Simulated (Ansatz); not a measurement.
The start is a generated cell, ScAu built in the AFLOW prototype AB_hP6_191_f_ad (B35, as in CoSn). The cell and all atomic positions are relaxed at zero pressure with PBE (plane waves to 420 eV, PAW, scalar-relativistic; Ansatz, a quantum-chemistry and plane-wave program). The first steps use a coarse 7×7×7 k-mesh.

Input geometry:
```yaml
crystal:
  lattice:
    - [5.51037, 0.00000, 0.00000]
    - [-2.75519, 4.77212, 0.00000]
    - [0.00000, 0.00000, 4.44640]
  atoms:
    - { symbol: Au, position: [0.50000, 0.00000, 0.00000] }
    - { symbol: Au, position: [0.50000, 0.50000, 0.00000] }
    - { symbol: Au, position: [0.00000, 0.50000, 0.00000] }
    - { symbol: Sc, position: [0.00000, 0.00000, 0.00000] }
    - { symbol: Sc, position: [0.33333, 0.66667, 0.50000] }
    - { symbol: Sc, position: [0.66667, 0.33333, 0.50000] }
```

How large is the pressure on the unrelaxed cell, and of which sign?

+20.9 GPa (positive: the cell is compressed).

How much energy is released per atom?

0.22 eV/atom.

How do the shortest distances between atoms change?

The closest pairs of elements (up to four, under 3.6 Å), start → end: Au–Sc 2.73 → 2.83 Å; Au–Au 2.76 → 2.98 Å; Sc–Sc 3.18 → 3.45 Å.

Is the relaxed structure metallic? Give its gap.

No gap (metallic).

What does it relax into? Give the structure.


Space group P6/mmm (No. 191); a = b = 5.969 Å, c = 4.502 Å, α = β = 90.00°, γ = 120.00°

```csv
atom,site,symmetry,x,y,z
Au,3f,mmm,0.0000,0.5000,0.0000
Sc,1a,6/mmm,0.0000,0.0000,0.0000
Sc,2d,-6m2,0.3333,0.6667,0.5000
```

The space group stays P6/mmm (No. 191) (the run could not lower it); the end is AFLOW prototype AB_hP6_191_f_ad (B35, as in CoSn), with 6 atoms in the primitive cell. Final values are on a 9×9×10 k-mesh of the relaxed cell. No spin polarisation in the result.

The run could not lose the symmetry of its start: the end is stationary, and may be a saddle point rather than a minimum.

All atoms sit on sites fixed by symmetry, so only the cell could relax.

The relaxed structure here is a generated cell of ScAu: the first start was made by placing the elements on the sites of a structure type, and the end was not matched to a known phase here, so it may be hypothetical.
